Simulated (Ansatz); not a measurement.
BeS (CsCl type, Pm-3m) at seven volumes, DFT-PBEsol in the program Ansatz with PAW potentials, scaled uniformly. One row is withheld.

```
V (Å³/atom)  P (GPa)
-----------  -------
11.037          9.83
11.400          6.12
11.764          2.85
12.128          0.00
12.492             ?
12.856         -4.97
13.220         -6.85
```

Task: Fit the shown pressures and predict the withheld one.

Result: P = (3/2)B₀(x^(7/2) − x^(5/2))[1 + (3/4)(B′ − 4)(x − 1)] with x = (V₀/V)^(2/3). Least squares on the six rows gives V₀ = 12.122 Å³/atom, B₀ = 91.0 GPa, B′ = 3.07. At V = 12.492, x = 0.9802 and P = -2.61 GPa. The run itself gave -2.73 GPa.

A made-up cell: these elements were put on the sites of a structure type; neither database checked (COD, Materials Project) lists it. COD files the formula under space group No. 216, so this cell is another polymorph or a model. Its standing as an ambient phase is unchecked. The cell was relaxed with PBEsol under the symmetry of its start. At this level the phase is dynamically unstable (imaginary phonons).

Potentials: the later of the program's two PAW sets.
